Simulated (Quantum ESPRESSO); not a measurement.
Kohn-Sham bands of Hf2Si (I4/mcm)

```
Hf2Si
1.0
   -3.27535     3.27535     2.58283
    3.27535    -3.27535     2.58283
    3.27535     3.27535    -2.58283
Hf Si
4 2
Direct
  0.34351   0.15649   0.50000
  0.65649   0.84351   0.50000
  0.15649   0.65649   0.81298
  0.84351   0.34351   0.18702
  0.25000   0.25000   0.00000
  0.75000   0.75000   0.00000
```

Cell from Materials Project (mp-9938), symmetrised, no further relaxation. Not found in the COD (Crystallography Open Database) copy used; not checked further. Computed values, not measurements, from PBEsol: Quantum ESPRESSO (norm-conserving PseudoDojo potentials, cutoff 47 Ry, no spin polarisation, no spin-orbit coupling) on a Γ-centred 4×4×4 mesh, then Wannier90. Density: 8×8×8 mesh, cold smearing 0.01 Ry. Spin-orbit coupling is left out although heavy elements are present.

Task: List the Kohn-Sham levels between −8 and 3.0 eV relative to the Fermi level at the high-symmetry points, as a band run of pw.x on that density gives them (levels within 2 meV counted together).

Result: 
```tsv
point	k (reciprocal lattice)	levels (eV)
Γ	0.000 0.000 0.000	-6.04, -4.00, -3.64, -3.24 (×2), -1.40 (×2), -1.28 (×2), -1.00, -0.92, 2.01, 2.06, 2.07, 2.52 (×2), 2.59 (×2)
X	0.000 0.000 0.500	-6.06, -5.54, -4.74, -2.44, -2.38, -2.19, -2.15, -1.44, -1.09, -0.66, -0.45, 1.30, 1.33, 1.65, 2.13, 2.92
M	-0.500 0.500 0.500	-5.65, -5.05 (×2), -4.95, -2.43, -2.02 (×2), -0.90, -0.46, 0.00, 0.31, 0.36 (×2), 1.33, 1.41, 1.71 (×2)
Z	0.405 0.405 -0.405	-6.98, -4.93 (×2), -3.50, -2.50, -2.00 (×2), -1.01, -0.33, -0.06, 0.53 (×2), 0.74, 0.94, 1.44 (×2), 2.34
Z_0	-0.405 0.595 0.405	-6.98, -4.93 (×2), -3.50, -2.50, -2.00 (×2), -1.01, -0.33, -0.06, 0.53 (×2), 0.74, 0.94, 1.44 (×2), 2.34
P	0.250 0.250 0.250	-4.52 (×2), -2.35 (×2), -1.28 (×2), -0.81 (×2), -0.65 (×2), 0.24 (×2), 2.17 (×2)
N	0.000 0.500 0.000	-3.97 (×2), -3.14 (×2), -1.10 (×2), -0.74 (×2), -0.52 (×2), 0.18 (×2), 1.96 (×2)
```
